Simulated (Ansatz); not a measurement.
Starting cell, MoS₂ (2H-MoS2 type, space group P6_3/mmc):

```
CELL_PARAMETERS angstrom
      3.14937     0.00000     0.00000
     -1.57469     2.72744     0.00000
      0.00000     0.00000    12.09029
ATOMIC_POSITIONS crystal
  Mo 0.33333 0.66667 0.25000
  Mo 0.66667 0.33333 0.75000
  S  0.33333 0.66667 0.62049
  S  0.66667 0.33333 0.12049
  S  0.66667 0.33333 0.37951
  S  0.33333 0.66667 0.87951
```

In this cell atom 6 (S, nearest neighbour Mo at 2.400 Å; its periodic images, 3.1 Å or more away, move with it) is moved by s along Cartesian z, unit vector (0.000, 0.000, 1.000); all other atoms and the cell stay fixed.

Calculation: PBE-D3(BJ) (plane waves to 420 eV, PAW, scalar-relativistic; Ansatz, an electronic-structure program). k mesh 10×10×3 (Γ-centred), Fermi-Dirac smearing 0.05 eV. E stands for the smeared free energy. As the smearing reaches across the gap at some points, energies and forces of such displacements shift with the k mesh and the smearing. MoS2 is run without spin polarisation. MoS2 was relaxed with its symmetry unable to fall. The zero of ΔE is the undisplaced structure. The last digit holds for this mesh only.

| s (Å) | ΔE (meV/cell) |
|---|---|
| -0.720 | 5481.7 |
| -0.576 | 3580.7 |
| -0.432 | 2025.5 |
| -0.288 | 879.9 |
| -0.144 | 201.7 |
| 0.000 | 0.0 |
| 0.144 | 162.4 |
| 0.288 | withheld |
| 0.432 | 1148.1 |
| 0.576 | 1798.1 |
| 0.720 | 2467.6 |

Task: Fit a polynomial form (powers 2, 3, 4) to the given rows and predict ΔE at s = 0.288.

Result: Least squares on the 10 given rows: ΔE = (8999)·s² + (-4217)·s³ + (-2585)·s⁴, in meV/cell with s in Å; root-mean-square residual 67.86 meV/cell. At 0.288 the fit gives 627.9 meV/cell; the calculation gives 577.1 meV/cell, so the interpolation is off by 50.8 (+8.8 %). The quadratic term alone would give 746.4 meV/cell.

(A displaced cell: forces are minus the slopes of the energy, force constants its curvatures, and phonons follow from these.)
